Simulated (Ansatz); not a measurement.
Input file for Ansatz (a quantum-chemistry and plane-wave program):

Ansatz 0.2 input:
```yaml
crystal:
  lattice:
    - [0.0, 3.497458789, 3.497458789]
    - [3.497458789, 0.0, 3.497458789]
    - [3.497458789, 3.497458789, 0.0]
  atoms:
    - { symbol: Sr, position: [0.0, 0.0, 0.0] }
    - { symbol: Cl, position: [0.25, 0.25, 0.25] }
    - { symbol: Cl, position: [0.75, 0.75, 0.75] }
kpoints:
  mp_grid: { grid: [6, 6, 6] }
hamiltonian:
  xc: r2scan
  pseudopotentials: { kind: paw }
scf:
  occupations: { method: fixed }
phonons:
  method: dfpt
  response_accuracy: low
  qmesh: [3, 3, 3]
  interpolated_qmesh: [13, 13, 13]
  dielectric: true
  rigid_motions: translations
  temperatures: { t_max: 1000, t_step: 50 }
  qpath:
    path:
      - [[0.0, 0.0, 0.0], [0.5, 0.0, 0.5], [0.625, 0.25, 0.625]]  # Γ-X-U
      - [[0.375, 0.375, 0.75], [0.0, 0.0, 0.0], [0.5, 0.5, 0.5], [0.5, 0.25, 0.75], [0.5, 0.0, 0.5]]  # K-Γ-L-W-X
    npoints: 13
```

Output (shortened):

```
WARN phonons: the dynamical matrix that this run interpolates holds no multipole term above the dipole-dipole one, and a site of this crystal is no centre of …
Pseudopotential: Sr, paw, valence charge 10
Pseudopotential: Cl, paw, valence charge 7
Functional definition: r2SCAN
Crystal: 3 atoms, lattice volume = 85.563 Å³
Basis set: ecut = 500 eV, 2109 PW (Γ), exchange–correlation on 240×240×240 points (216 copies of the dense FFT grid, shifted against one another)
Bands: 16, of which v1, the nominal top of the filled ones, is band 12 counted from 1 (11 counted from 0)
Symmetry: 48 space group operations
k-points: 46 of 216 (irreducible under 4 space group operations, time reversal used)
SCF iter   1: F=—  HF=-5730.670573 eV  |F-HF|=—  |Δ(HF+E_count)|=         —  Δρ=3.97e-3  dr2=7.84e-3  dr2_τ=7.56e-3  ethr=1.77e-3  ⟨swp⟩=6.6  Hψ=4494  notcnv=0  defer=59
preconditioner: auto → none
SCF iter   2: F=—  HF=-5730.715701 eV  |F-HF|=—  |Δ(HF+E_count)|=   4.51e-2  Δρ=1.95e-3  dr2=1.64e-3  dr2_τ=1.55e-4  ethr=3.27e-5  ⟨swp⟩=3.0  Hψ=1864  notcnv=0  defer=89
SCF iter   3: F=—  HF=-5730.715956 eV  |F-HF|=—  |Δ(HF+E_count)|=   2.54e-4  Δρ=5.11e-4  dr2=1.92e-4  dr2_τ=4.57e-5  ethr=6.84e-6  ⟨swp⟩=3.0  Hψ=1378  notcnv=0  defer=89
SCF iter   4: F=—  HF=-5730.715918 eV  |F-HF|=—  |Δ(HF+E_count)|=   3.78e-5  Δρ=6.73e-5  dr2=1.67e-6  dr2_τ=6.50e-7  ethr=7.99e-7  ⟨swp⟩=2.0  Hψ=1020  notcnv=0  defer=89
SCF iter   5: F=—  HF=-5730.715921 eV  |F-HF|=—  |Δ(HF+E_count)|=   3.22e-6  Δρ=1.89e-5  dr2=1.97e-7  dr2_τ=3.90e-8  ethr=6.96e-9  ⟨swp⟩=2.0  Hψ=1288  notcnv=0  defer=23
SCF iter   6: F=—  HF=-5730.715921 eV  |F-HF|=—  |Δ(HF+E_count)|=   2.42e-8  Δρ=3.29e-6  dr2=1.15e-8  dr2_τ=7.40e-9  ethr=8.19e-10  ⟨swp⟩=2.0  Hψ=1269  notcnv=0  defer=23
SCF iter   7: F=—  HF=-5730.715921 eV  |F-HF|=—  |Δ(HF+E_count)|=   2.74e-9  Δρ=7.80e-7  dr2=6.22e-10  dr2_τ=2.98e-11  ethr=4.80e-11  ⟨swp⟩=2.3  Hψ=1251  notcnv=0  defer=23
SCF iter   8: F=-5730.715921 eV  HF=-5730.715921 eV  |F-HF|=2.73e-12  |Δ(HF+E_count)|=  1.73e-10  Δρ=5.71e-8  dr2=1.86e-12  dr2_τ=5.76e-13  ethr=1.00e-12  ⟨swp⟩=11.8  Hψ=6190  notcnv=0
SCF 1 converged in 8 iterations: F = -5730.715921 eV  dr2 = 1.86e-12
NSCF: frozen V_eff on 2 k-points
DFPT response loops at Γ: preconditioner auto → none (the input reference at scf.mixing.eps_inf says where Resta's filter doesn't serve); β = 0.50 …
NSCF: frozen V_eff on 16 k-points
NSCF: frozen V_eff on 252 k-points
DFPT response loops at q = (0, 0, 0.3333333333333333) (fractional): mixed as the last ones told, above
NSCF: frozen V_eff on 150 k-points
DFPT response loops at q = (0, 0.3333333333333333, 0.3333333333333333) (fractional): mixed as the last ones told, above
NSCF: frozen V_eff on 252 k-points
DFPT response loops at q = (0, 0.3333333333333333, -0.33333333333333337) (fractional): mixed as the last ones told, above
SCF converged after 8 iterations
Free energy (F): -5730.715921 eV
Harris-Foulkes:  -5730.715921 eV  (|F-HF|=2.73e-12)
Internal energy: -5730.715921 eV  (E = F + TS)
E sigma→0 (E₀):  -5730.715921 eV
Fermi energy:    2.651709 eV
--- Per-component energies (eV) ---
  E_band       = -164.443756
  E_kinetic    = 567.928426
  E_local      = -1184.558027  (includes V_loc(G=0)·N_el)
  E_nonlocal   = 257.761929
  E_hartree    = 326.021084
  E_xc         = -373.229150
  E_vxc        = -448.894427  (∫ρ·V_xc dr)
  E_paw        = -4048.784192  (= ΣΔE_a)
  E_vpaw       = -32.305635  (= ΣTr[D̂ρ^β])
  E_aug_tail   = 0.000071  (compensation charges beyond the density's cutoff)
  E_vtau       = 23.581713  (kinetic-family band-sum trace: ∫τ·v_τ [+ j·A + Jᵃ·Aᵃ] dr)
  E_ewald      = -1275.437210
  E_core_change = -0.418850  (= ΣΔE_core)
  E_smearing   =  0.000000  (= −TS)
  E_closure    = 0.000000  (closes the sum)
  Σ components = -5730.715921   (vs F -5730.715921, Δ=0.00e0)
  [band-id]    e_kinetic+e_local+e_nonlocal+2·e_hartree+e_vxc+e_vpaw+e_augmentation_tail+e_vtau = -164.443784   (vs E_band -164.443756, Δ=-2.73e-5)
--- Band table (eV; the first three rows and the last of 46) ---
  k-point 0: bands = ["-31.2057", "-12.5753", "-12.5753", "-12.5753", "-11.1997", "-10.3410", "0.5333", "0.5333", "0.5333", "2.3092", "2.3092", "2.3092", "8.5899", "9.3517", "9.3517", "12.1860"]
  k-point 1: bands = ["-31.2049", "-12.6761", "-12.5787", "-12.5787", "-11.0369", "-10.3975", "0.6344", "0.6344", "0.7146", "2.0142", "2.1633", "2.1633", "9.1607", "9.5535", "9.5535", "11.2743"]
  k-point 2: bands = ["-31.2032", "-12.8283", "-12.5855", "-12.5855", "-10.8201", "-10.4418", "0.8915", "0.8915", "1.0617", "1.5078", "1.8348", "1.8348", "9.8669", "9.8669", "9.9966", "11.3963"]
  k-point 45: bands = ["-31.2016", "-12.8219", "-12.7491", "-12.6013", "-10.5791", "-10.4814", "0.3566", "0.4935", "1.3493", "1.4670", "2.2570", "2.3349", "9.3695", "10.2398", "10.6999", "10.8360"]
--- Phonons (Γ-DFPT): 2 representative perturbations + reference, on 46 of 216 k-points (Σ response iterations 11) ---
  ASR residual: 2.556e-4 → 0.000e0 eV/Å²; symmetrization residual: 6.976e-5 eV/Å²
  ASR residual per site (eV/Å²): 2.43e-4 2.56e-4 2.56e-4
  Γ frequencies (cm⁻¹): 0.00 0.00 0.00 139.43 139.43 139.43 183.11 183.11 183.11
  ε∞ (high-frequency dielectric tensor):
        2.766299     0.000000     0.000000
        0.000000     2.766299     0.000000
        0.000000     0.000000     2.766299
  ε⁰ (static dielectric tensor: ions relaxed, cell fixed):
        7.333206     0.000000     0.000000
        0.000000     7.333206     0.000000
        0.000000     0.000000     7.333206
  ε⁰ − ε∞ (ionic part):
        4.566906     0.000000     0.000000
        0.000000     4.566906     0.000000
        0.000000     0.000000     4.566906
  softest optical mode at Γ: 139.43 cm⁻¹; the repairs (sum rule, projections) moved no ω² at Γ by more than (2.60 cm⁻¹)²
  Born effective charges Z* (e; rows j = field, columns β = displacement):
    site 0:
         2.45977    0.00000    0.00000
         0.00000    2.45977    0.00000
         0.00000    0.00000    2.45977
    site 1:
        -1.22988    0.00000    0.00000
         0.00000   -1.22988    0.00000
         0.00000    0.00000   -1.22988
    site 2:
        -1.22988    0.00000    0.00000
         0.00000   -1.22988    0.00000
         0.00000    0.00000   -1.22988
  Z* charge neutrality: 6.701e-5 e pre-enforcement
  k-mesh period / interband length: 29.7 Å / 1.21 Å = 24.62 at k = (0.0000, 0.0000, 0.0000), direct gap 6.281 eV — 14 or more, which is no proof of convergence
  optical modes at Γ without the LO–TO term, one row a degenerate level:
      ω (cm⁻¹)  modes    IR ((D/Å)²/amu)
        139.43      3            10.6858
        183.11      3             0.0000
  optical modes at Γ + LO–TO along q̂ = [1.0000, 0.0000, 0.0000]:
      ω (cm⁻¹)  modes    IR ((D/Å)²/amu)
        139.43      2             7.1239
        183.11      3             0.0000
        227.02      1             3.5619
  optical modes at Γ + LO–TO along q̂ = [0.0000, 1.0000, 0.0000]:
      ω (cm⁻¹)  modes    IR ((D/Å)²/amu)
        139.43      2             7.1239
        183.11      3             0.0000
        227.02      1             3.5619
  optical modes at Γ + LO–TO along q̂ = [0.0000, 0.0000, 1.0000]:
      ω (cm⁻¹)  modes    IR ((D/Å)²/amu)
        139.43      2             7.1239
        183.11      3             0.0000
        227.02      1             3.5619
  non-analytic LO–TO correction: the dipole-dipole term of the run's Born effective charges and high-frequency dielectric tensor (where they are solved with …
--- Phonons (arbitrary-q DFPT): 4 irreducible q on the 3×3×3 mesh ---
  q = [0.0000, 0.0000, 0.0000] (star 1, of the zone-centre solve; hermiticity 4.83e-5, symmetrization 1.10e-10):  0.00 0.00 0.00 139.43 139.43 139.43 183.11 183.11 183.11
  q = [0.0000, 0.0000, 0.3333] (star 8, 2 solved perturbations on 126 of 216 k-point pairs; hermiticity 2.16e-5, symmetrization 4.35e-11): 59.47 59.47 103.27 147.11 147.11 170.77 170.97 170.97 197.55
  q = [0.0000, 0.3333, 0.3333] (star 6, 4 solved perturbations in 246 linear systems a pass and spin channel, the states on 75 of 216 k-point pairs; hermiticity 1.81e-5, symmetrization 1.48e-10): 59.15 59.15 116.88 117.47 117.47 129.49 189.00 189.00 216.39
  q = [0.0000, 0.3333, -0.3333] (star 12, 4 solved perturbations in 402 linear systems a pass and spin channel, the states on 126 of 216 k-point pairs; hermiticity 2.40e-5, symmetrization 1.18e-13): 77.53 81.00 112.14 123.26 128.62 130.91 178.49 183.98 203.75
  sum rule: each row above includes the acoustic sum rule's correction from the zone centre's row sums; it moved no ω² by more than (1.40 cm⁻¹)²
  mesh force constants: q→R imaginary residual 1.49e-16; ASR residual 2.556e-4 → 0.000e0 eV/Å²; symmetrization residual 3.109e-15 eV/Å²
  interpolated dispersion: 81 rows × 9 modes
  density of states and harmonic sums: on the 13×13×13 q-mesh, interpolated from the force constants of a 3×3×3 supercell (with the dipole–dipole term)
  largest difference from the sums on the solved wave vectors: F 2.98e-2 eV, S 3.92e-5 and C_V 9.44e-6 eV/K
  zero-point energy: 0.075160 eV/cell   skipped modes (ω ≤ 0): 3   left out of the sums: 1.52e-4 of the cell's modes …
```

Cost: roughly 9 core-minutes on shared cores.

Space group Fm-3m (fluorite). Symmetry was held in the r²SCAN relaxation. Spin–orbit coupling is left out wherever it is not named.

Potentials: the later of the program's two PAW sets.

Ansatz is a plane-wave DFT program.
